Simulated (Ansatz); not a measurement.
The relaxed structure here is a generated cell of La2O3: the first start was made by placing the elements on the sites of a structure type, and the end was not matched to a known phase here, so it may be hypothetical. Known forms of La2O3 include space group No. 164.

One stationary structure of La$_{2}$O$_{3}$. Space group R-3m (No. 166). Calculation: r2SCAN (plane waves to 500 eV, PAW, scalar-relativistic; Ansatz, an electronic-structure program).

```cif
data_La2O3
_chemical_formula_sum 'La2 O3'
_space_group_name_H-M_alt 'P 1'
_space_group_IT_number 1
_cell_length_a 8.08076
_cell_length_b 8.08076
_cell_length_c 8.08076
_cell_angle_alpha 27.212
_cell_angle_beta 27.212
_cell_angle_gamma 27.212
loop_
_space_group_symop_operation_xyz
  'x, y, z'
loop_
_atom_site_label
_atom_site_type_symbol
_atom_site_fract_x
_atom_site_fract_y
_atom_site_fract_z
_atom_site_occupancy
La1 La 0.40086 0.40086 0.40086 1
La2 La 0.59914 0.59914 0.59914 1
O1 O 0.00000 0.00000 0.00000 1
O2 O 0.23580 0.23580 0.23580 1
O3 O 0.76420 0.76420 0.76420 1
```

For La2O3, the volume per atom is 19.47 Å³ and the band gap comes out as 4.29 eV, indirect (valence top at or next to H2, conduction bottom at Γ) (no spin-orbit coupling). The smallest direct gap comes out as 4.63 eV at k = (0.1, 0.2, -0.2) and the shortest distances comes out as La–O 2.30 Å; O–O 3.16 Å. The k-mesh is 10×10×10.

Band energies at high-symmetry points (eV from the VBM; labels of this space group; no spin-orbit coupling), from −5 eV up to 5.3 eV:

| point | energies |
|---|---|
| Γ | -2.41 -2.41 -1.86 -1.86 -1.79 -1.50 -0.39 -0.35 -0.35 4.29 5.12 |
| T | -2.43 -2.43 -2.04 -1.82 -1.82 -0.86 -0.81 -0.37 -0.37 4.90 |
| H2 | -1.64 -1.56 -1.37 -1.03 -0.92 -0.57 -0.52 -0.48 -0.01 4.99 5.11 |
| H0 | -1.64 -1.56 -1.37 -1.03 -0.92 -0.57 -0.52 -0.48 -0.01 4.99 5.11 |
| L | -2.20 -1.91 -1.58 -0.96 -0.73 -0.45 -0.37 -0.27 -0.12 4.62 5.26 |
| S0 | -1.61 -1.58 -1.35 -1.04 -0.94 -0.57 -0.53 -0.45 -0.02 4.97 5.15 |
| S2 | -1.61 -1.58 -1.35 -1.04 -0.94 -0.57 -0.53 -0.45 -0.02 4.97 5.15 |
| F | -2.37 -1.62 -1.59 -0.95 -0.65 -0.58 -0.45 -0.22 -0.16 4.53 |

No spin polarisation in the result.

The run could not lose the symmetry of its start, so the end can be a saddle point.
